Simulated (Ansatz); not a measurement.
SnTePbSe:
```cif
data_PbSeSnTe
_chemical_formula_sum 'Sn1 Te1 Pb1 Se1'
_space_group_name_H-M_alt 'P 1'
_space_group_IT_number 1
_cell_length_a 7.58124
_cell_length_b 7.58124
_cell_length_c 7.58124
_cell_angle_alpha 33.578
_cell_angle_beta 33.578
_cell_angle_gamma 33.578
loop_
_space_group_symop_operation_xyz
  'x, y, z'
loop_
_atom_site_label
_atom_site_type_symbol
_atom_site_fract_x
_atom_site_fract_y
_atom_site_fract_z
_atom_site_occupancy
Sn1 Sn 0.50618 0.50618 0.50618 1
Te1 Te 0.75244 0.75244 0.75244 1
Pb1 Pb 0.99485 0.99485 0.99485 1
Se1 Se 0.24654 0.24654 0.24654 1
```

Relaxed with PBEsol. DFT-PBEsol in the program Ansatz with PAW potentials gives a gap of 0.10 eV.

### Question
What gap does HSE06 give on the same cell (Ansatz, PAW)?

### Answer
0.35 eV, 0.25 eV more. The hybrid was solved on a coarser mesh and at special points; its gap is the smallest among all of these.

```
k   v1 PBEsol  c1 PBEsol  v1 HSE06  c1 HSE06
--  ---------  ---------  --------  --------
Γ       -0.03       0.23       ___       ___
T       -0.92       1.70     -1.11      2.06
L       -2.17       2.71       ___       ___
F        0.00       0.12      0.00      0.35
S0      -0.81       1.07       ___       ___
H0      -1.44       1.87       ___       ___
```

### Question
Top valence (v1) and lowest conduction level (c1) in eV from each method's valence maximum (which need not be a listed point): supply the withheld HSE06 values.

### Answer

- H0, v1 HSE06: -1.67
- H0, c1 HSE06: 2.20
- S0, v1 HSE06: -1.06
- S0, c1 HSE06: 1.38
- L, v1 HSE06: -2.47
- L, c1 HSE06: 3.13
- Γ, v1 HSE06: -0.04
- Γ, c1 HSE06: 0.47

Cost on shared cores: the PBEsol run (SCF on a 8×8×8 mesh, then bands and DOS) around 2.6 core-minutes (rough), the HSE06 run (SCF on 6×6×6, then a few points) roughly 24 core-minutes; the tasks are unlike.

Space group R3m. The workflow started from a Materials Project entry (that database holds measured and hypothetical structures alike); the Crystallography Open Database copy checked does not list it. Whether it is the stable phase at ambient conditions was not checked. Symmetry was held in the PBEsol relaxation; whether a distortion lowers the energy is not shown. Scalar-relativistic: spin–orbit coupling is off unless named, which matters more the heavier the elements.

Potentials: the later of the program's two PAW sets.
